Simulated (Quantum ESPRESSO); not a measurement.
Si3AlFO7, finding a planted mistake in a log

Computed values, not a measurement. The program is pw.x of Quantum ESPRESSO 7.5 (plane-wave density functional theory). The cell is made up: 12 atoms on a rutile lattice, with randomly drawn elements, strain and displacements, not relaxed. PseudoDojo standard norm-conserving files (v0.5 for PBE, v0.4.1 for LDA and PBEsol) set the functional; there is no spin polarisation, spin-orbit coupling or dispersion term, and the masses in the input are unused placeholders.

Intended input:

```
&control calculation='scf', pseudo_dir='./dojo.nc.sr.pbe.v0_5.standard.upf', outdir='./o', disk_io='low', tprnfor=.true., tstress=.true. /
&system ibrav=0, nat=12, ntyp=4, nbnd=38, ecutwfc=84.00895049, nosym=.true., tot_charge=0,
 occupations='smearing', smearing='fd', degauss=0.0018374661
/
&electrons conv_thr=7.350e-09, electron_maxstep=60, /
ATOMIC_SPECIES
Al 1.0 Al.upf
F 1.0 F.upf
O 1.0 O.upf
Si 1.0 Si.upf
CELL_PARAMETERS angstrom
4.4237 0.0 0.0
0.0 4.4237 0.0
0.0 0.0 5.6884
ATOMIC_POSITIONS angstrom
Si 0.1132 -0.0261 -0.07
Al 2.1827 2.1523 1.4296
Si -0.1546 0.1628 2.7932
Si 2.2005 2.1957 4.2663
F 1.3617 1.3121 -0.0079
O 3.029 3.1983 -0.0877
O 3.5572 0.8864 1.4248
O 0.8399 3.4646 1.5179
O 1.2769 1.2117 2.7961
O 3.0991 3.0415 2.937
O 3.5351 0.8573 4.2209
O 0.8727 3.4693 4.2065
K_POINTS automatic
5 5 4 1 1 1
```

The log is shortened where brackets say so; the opening notice, blank lines, dates and the lines on written files are dropped, and the path of the files is cut. It prints rydbergs, bohrs and kilobars, and counts compression as positive stress. Where no state is partly filled, the Fermi energy that it prints is only some level between the filled and the empty states on the mesh, and need not lie in the true gap.

Log of the intended run:

```
     Program PWSCF v.7.5
     Parallel version (MPI & OpenMP), running on       4 processor cores
     Number of MPI processes:                 4
     Threads/MPI process:                     1
     [start-up lines left out]
     bravais-lattice index     =            0
     lattice parameter (alat)  =       8.3596  a.u.
     unit-cell volume          =     751.2043 (a.u.)^3
     number of atoms/cell      =           12
     number of atomic types    =            4
     number of electrons       =        64.00
     number of Kohn-Sham states=           38
     kinetic-energy cutoff     =      84.0090  Ry
     charge density cutoff     =     336.0358  Ry
     scf convergence threshold =      7.3E-09
     mixing beta               =       0.7000
     number of iterations used =            8  plain     mixing
     Exchange-correlation= PBE
                           (   1   4   3   4   0   0   0)
     [axes and pseudopotential details left out]
   Cartesian axes
     site n.     atom                  positions (alat units)
         1        Si     tau(   1) = (   0.0255894  -0.0059000  -0.0158239  )
         2        Al     tau(   2) = (   0.4934105   0.4865384   0.3231684  )
         3        Si     tau(   3) = (  -0.0349481   0.0368018   0.6314171  )
         4        Si     tau(   4) = (   0.4974343   0.4963492   0.9644189  )
         5        F      tau(   5) = (   0.3078192   0.2966069  -0.0017858  )
         6        O      tau(   6) = (   0.6847209   0.7229921  -0.0198250  )
         7        O      tau(   7) = (   0.8041232   0.2003753   0.3220833  )
         8        O      tau(   8) = (   0.1898637   0.7831905   0.3431291  )
         9        O      tau(   9) = (   0.2886498   0.2739110   0.6320727  )
        10        O      tau(  10) = (   0.7005674   0.6875466   0.6639239  )
        11        O      tau(  11) = (   0.7991274   0.1937970   0.9541560  )
        12        O      tau(  12) = (   0.1972783   0.7842530   0.9509008  )
     number of k points=    50  Fermi-Dirac smearing, width (Ry)=  0.0018
                       cart. coord. in units 2pi/alat
        k(    1) = (   0.1000000   0.1000000   0.0972088), wk =   0.0400000
        k(    2) = (   0.1000000   0.1000000   0.2916264), wk =   0.0400000
     [further k points left out]
     Dense  grid:    78235 G-vectors     FFT dimensions: (  50,  50,  64)
     Estimated max dynamical RAM per process >     185.11 MB
     Estimated total dynamical RAM >     683.15 MB
     Initial potential from superposition of free atoms
     starting charge      63.9957, renormalised to      64.0000
     Starting wfcs are   48 randomized atomic wfcs
     total cpu time spent up to now is        3.1 secs
     per-process dynamical memory:   141.9 Mb
     Self-consistent Calculation
     iteration #  1     ecut=    84.01 Ry     beta= 0.70
     Davidson diagonalization with overlap
     ethr =  1.00E-02,  avg # of iterations =  2.1
     total cpu time spent up to now is        8.6 secs
     total energy              =    -310.50237161 Ry
     estimated scf accuracy    <       2.64625250 Ry
     iteration #  2     ecut=    84.01 Ry     beta= 0.70
     Davidson diagonalization with overlap
     ethr =  4.13E-03,  avg # of iterations =  2.5
     total cpu time spent up to now is       14.2 secs
     total energy              =    -311.14452577 Ry
     estimated scf accuracy    <       2.54732497 Ry
     [iterations 3 to 11 left out]
     iteration # 12     ecut=    84.01 Ry     beta= 0.70
     Davidson diagonalization with overlap
     ethr =  3.99E-11,  avg # of iterations =  2.3
     total cpu time spent up to now is       67.2 secs
     total energy              =    -311.65816051 Ry
     estimated scf accuracy    <       0.00000001 Ry
     iteration # 13     ecut=    84.01 Ry     beta= 0.70
     Davidson diagonalization with overlap
     ethr =  2.06E-11,  avg # of iterations =  2.0
     total cpu time spent up to now is       71.8 secs
     End of self-consistent calculation
     [lines on levels left out]
     the Fermi energy is     8.9197 ev
!    total energy              =    -311.65816051 Ry
     estimated scf accuracy    <          9.3E-10 Ry
     smearing contrib. (-TS)   =      -0.00000000 Ry
     internal energy E=F+TS    =    -311.65816051 Ry
     The total energy is F=E-TS. E is the sum of the following terms:
     one-electron contribution =     -60.56527526 Ry
     hartree contribution      =      74.89864428 Ry
     xc contribution           =     -81.76920936 Ry
     ewald contribution        =    -244.22232018 Ry
     convergence has been achieved in  13 iterations
     Forces acting on atoms (cartesian axes, Ry/au):
     atom    1 type  4   force =    -0.13664089   -0.18500751    0.04303281
     atom    2 type  1   force =     0.06302222    0.11443546    0.10195003
     atom    3 type  4   force =     0.05672710   -0.13334310   -0.01937696
     atom    4 type  4   force =     0.10094089    0.16022544   -0.15241463
     atom    5 type  2   force =    -0.01118826   -0.01496861   -0.03284995
     atom    6 type  3   force =    -0.03299323   -0.09350701    0.00789380
     atom    7 type  3   force =     0.03657703   -0.03538587   -0.07001478
     atom    8 type  3   force =    -0.06703536    0.10011438   -0.10702718
     atom    9 type  3   force =     0.02773876    0.03756336    0.07954177
     atom   10 type  3   force =    -0.03518320   -0.00958192   -0.01126957
     atom   11 type  3   force =     0.02542036    0.00821118    0.06533895
     atom   12 type  3   force =    -0.02738542    0.05124420    0.09519571
     Total force =     0.484611     Total SCF correction =     0.000018
     Computing stress (Cartesian axis) and pressure
          total   stress  (Ry/bohr**3)                   (kbar)     P=     -207.23
  -0.00130263   0.00011642   0.00003140         -191.62       17.13        4.62
   0.00011642  -0.00158484  -0.00014597           17.13     -233.14      -21.47
   0.00003140  -0.00014597  -0.00133867            4.62      -21.47     -196.93
     init_run     :      2.89s CPU      3.05s WALL (       1 calls)
     electrons    :     68.40s CPU     68.68s WALL (       1 calls)
     forces       :      1.22s CPU      1.23s WALL (       1 calls)
     stress       :      4.20s CPU      4.20s WALL (       1 calls)
     [timing details left out]
     PWSCF        :   1m16.82s CPU   1m17.32s WALL
     JOB DONE.
```

A second run was made from an input with one planted mistake. Its log:

```
     Program PWSCF v.7.5
     Parallel version (MPI & OpenMP), running on       4 processor cores
     Number of MPI processes:                 4
     Threads/MPI process:                     1
     [start-up lines left out]
     bravais-lattice index     =            0
     lattice parameter (alat)  =       8.3596  a.u.
     unit-cell volume          =     751.2043 (a.u.)^3
     number of atoms/cell      =           12
     number of atomic types    =            4
     number of electrons       =        64.00
     number of Kohn-Sham states=           56
     kinetic-energy cutoff     =      84.0090  Ry
     charge density cutoff     =     336.0358  Ry
     scf convergence threshold =      7.3E-09
     mixing beta               =       0.7000
     number of iterations used =            8  plain     mixing
     Exchange-correlation= PBE
                           (   1   4   3   4   0   0   0)
     [axes and pseudopotential details left out]
   Cartesian axes
     site n.     atom                  positions (alat units)
         1        Si     tau(   1) = (   0.0255894  -0.0059000  -0.0158239  )
         2        Al     tau(   2) = (   0.4934105   0.4865384   0.3231684  )
         3        Si     tau(   3) = (  -0.0349481   0.0368018   0.6314171  )
         4        Si     tau(   4) = (   0.4974343   0.4963492   0.9644189  )
         5        F      tau(   5) = (   0.3078192   0.2966069  -0.0017858  )
         6        O      tau(   6) = (   0.6847209   0.7229921  -0.0198250  )
         7        O      tau(   7) = (   0.8041232   0.2003753   0.3220833  )
         8        O      tau(   8) = (   0.1898637   0.7831905   0.3431291  )
         9        O      tau(   9) = (   0.2886498   0.2739110   0.6320727  )
        10        O      tau(  10) = (   0.7005674   0.6875466   0.6639239  )
        11        O      tau(  11) = (   0.7991274   0.1937970   0.9541560  )
        12        O      tau(  12) = (   0.1972783   0.7842530   0.9509008  )
     number of k points=    50  Fermi-Dirac smearing, width (Ry)=  0.0309
                       cart. coord. in units 2pi/alat
        k(    1) = (   0.1000000   0.1000000   0.0972088), wk =   0.0400000
        k(    2) = (   0.1000000   0.1000000   0.2916264), wk =   0.0400000
     [further k points left out]
     Dense  grid:    78235 G-vectors     FFT dimensions: (  50,  50,  64)
     Estimated max dynamical RAM per process >     233.76 MB
     Estimated total dynamical RAM >     877.75 MB
     Initial potential from superposition of free atoms
     starting charge      63.9957, renormalised to      64.0000
     Starting wfcs are   48 randomized atomic wfcs +    8 random wfcs
     total cpu time spent up to now is        3.2 secs
     per-process dynamical memory:   180.5 Mb
     Self-consistent Calculation
     iteration #  1     ecut=    84.01 Ry     beta= 0.70
     Davidson diagonalization with overlap
     ethr =  1.00E-02,  avg # of iterations =  6.7
     total cpu time spent up to now is       13.7 secs
     total energy              =    -310.57543332 Ry
     estimated scf accuracy    <       2.56086743 Ry
     iteration #  2     ecut=    84.01 Ry     beta= 0.70
     Davidson diagonalization with overlap
     ethr =  4.00E-03,  avg # of iterations =  2.0
     total cpu time spent up to now is       21.1 secs
     total energy              =    -310.99931850 Ry
     estimated scf accuracy    <       2.89469695 Ry
     [iterations 3 to 10 left out]
     iteration # 11     ecut=    84.01 Ry     beta= 0.70
     Davidson diagonalization with overlap
     ethr =  3.24E-10,  avg # of iterations =  2.0
     total cpu time spent up to now is       81.3 secs
     total energy              =    -311.66062333 Ry
     estimated scf accuracy    <       0.00000002 Ry
     iteration # 12     ecut=    84.01 Ry     beta= 0.70
     Davidson diagonalization with overlap
     ethr =  3.40E-11,  avg # of iterations =  2.0
     total cpu time spent up to now is       87.9 secs
     End of self-consistent calculation
     [lines on levels left out]
     the Fermi energy is     9.6193 ev
!    total energy              =    -311.66062334 Ry
     estimated scf accuracy    <          1.7E-09 Ry
     smearing contrib. (-TS)   =      -0.01222459 Ry
     internal energy E=F+TS    =    -311.64839875 Ry
     The total energy is F=E-TS. E is the sum of the following terms:
     one-electron contribution =     -60.54979320 Ry
     hartree contribution      =      74.89146602 Ry
     xc contribution           =     -81.76775139 Ry
     ewald contribution        =    -244.22232018 Ry
     convergence has been achieved in  12 iterations
     Forces acting on atoms (cartesian axes, Ry/au):
     atom    1 type  4   force =    -0.13625990   -0.18320630    0.04221570
     atom    2 type  1   force =     0.06223184    0.11238036    0.10025629
     atom    3 type  4   force =     0.05725754   -0.13084614   -0.01896203
     atom    4 type  4   force =     0.09961067    0.15768561   -0.15015961
     atom    5 type  2   force =    -0.01036718   -0.01419908   -0.03132609
     atom    6 type  3   force =    -0.03204532   -0.09239639    0.00808292
     atom    7 type  3   force =     0.03540896   -0.03495965   -0.06759607
     atom    8 type  3   force =    -0.06625205    0.09836667   -0.10452452
     atom    9 type  3   force =     0.02736992    0.03722747    0.07781471
     atom   10 type  3   force =    -0.03462292   -0.00857668   -0.01175136
     atom   11 type  3   force =     0.02454559    0.00849614    0.06296528
     atom   12 type  3   force =    -0.02687714    0.05002798    0.09298477
     Total force =     0.477103     Total SCF correction =     0.000035
     Computing stress (Cartesian axis) and pressure
          total   stress  (Ry/bohr**3)                   (kbar)     P=     -201.22
  -0.00127007   0.00012502   0.00002990         -186.83       18.39        4.40
   0.00012502  -0.00153892  -0.00014616           18.39     -226.38      -21.50
   0.00002990  -0.00014616  -0.00129457            4.40      -21.50     -190.44
     init_run     :      3.00s CPU      3.14s WALL (       1 calls)
     electrons    :     82.63s CPU     84.70s WALL (       1 calls)
     forces       :      1.51s CPU      1.52s WALL (       1 calls)
     stress       :      5.13s CPU      5.14s WALL (       1 calls)
     [timing details left out]
     PWSCF        :   1m32.37s CPU   1m34.68s WALL
     JOB DONE.
```

Question: what was wrong in the second input?

Answer: the smearing is too wide. The input lines that differ, file-writing options aside:

```
- &system ibrav=0, nat=12, ntyp=4, nbnd=38, ecutwfc=84.00895049, nosym=.true., tot_charge=0,
+ &system ibrav=0, nat=12, ntyp=4, nbnd=56, ecutwfc=84.00895049, nosym=.true., tot_charge=0,
-  occupations='smearing', smearing='fd', degauss=0.0018374661
+  occupations='smearing', smearing='fd', degauss=0.0308694306
```

|  | intended run | run with the mistake |
| --- | --- | --- |
| free energy (eV) | -4240.325 | -4240.359 |
| smearing term -TS (eV) | 0.0000 | -0.1663 |
| pressure (GPa) | -20.72 | -20.12 |
| largest force component (eV/Å) | 4.757 | 4.710 |
| largest change of a force component (eV/Å) |  | 0.065 |
| iterations | 13 | 12 |

For scale, a rerun of the intended cell at a cutoff of 1437 eV and k mesh 7 x 7 x 6 moved values by no more than 0.003 eV in energy, 0.04 GPa in stress and 0.002 eV/Å in force. The number of bands, nbnd, was set by rule from the electron count and the smearing, so it follows the mistake.